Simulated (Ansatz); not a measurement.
## Computed properties of NbRu

NbRu:
```cif
data_NbRu
_chemical_formula_sum 'Nb1 Ru1'
_space_group_name_H-M_alt 'P 1'
_space_group_IT_number 1
_cell_length_a 3.13929
_cell_length_b 3.13929
_cell_length_c 3.13929
_cell_angle_alpha 90.000
_cell_angle_beta 90.000
_cell_angle_gamma 90.000
loop_
_space_group_symop_operation_xyz
  'x, y, z'
loop_
_atom_site_label
_atom_site_type_symbol
_atom_site_fract_x
_atom_site_fract_y
_atom_site_fract_z
_atom_site_occupancy
Nb1 Nb 0.00000 0.00000 0.00000 1
Ru1 Ru 0.50000 0.50000 0.50000 1
```

Space group Pm-3m (No. 221), CsCl type; conventional cell a = b = c = 3.1393 Å, α = β = γ = 90.00°.

Method: plane-wave PAW PBEsol (Ansatz code). The cell and atoms are relaxed at this level. Other levels are named where they apply.

### Cell and energy

```yaml
volume_per_atom: 15.47 Å³
density: 10.41 g/cm³
Formation energy from the elements (no fitted shifts): -0.15 eV/atom
```

### Electronic structure

```yaml
electronic_character: metallic (no gap)
Density of states at the Fermi level: 1.6 states/eV per atom (mean over ±0.08 eV)
Gap with spin–orbit coupling: none (metallic)
```

### Mechanics

```yaml
Bulk modulus (Birch–Murnaghan fit): 254 GPa
Pressure derivative B′: 4.3
Elastic constants (relaxed ions, GPa): C11 = 175, C12 = 293, C44 = 74.0
mechanical_stability: unstable (C has a negative eigenvalue)
```

### Phonons

```yaml
highest_zone_centre_frequency: 135 cm^-1
zone_centre_stability: no imaginary mode at Γ
```

The workflow started from a Materials Project entry (that database holds measured and hypothetical structures alike); the Crystallography Open Database files this formula in space group No. 221, but the cells were not matched. Its standing as an ambient phase is unchecked. The PBEsol relaxation kept the symmetry of its start. The run is not spin-polarised. As this level gives no gap, shear constants depend on the k-mesh and smearing (Fermi–Dirac, 0.1 eV here). As this level gives no gap, phonon frequencies hold no LO–TO term and depend on the k-mesh and smearing (Fermi–Dirac, 0.1 eV here). On the denser mesh and wider smearing of the elastic run this cell carries a stress of 0.3 GPa. The references are the lowest solids computed at this level, not always the standard phases. Spin–orbit coupling is left out wherever it is not named.

Potentials: the later of the program's two PAW sets.
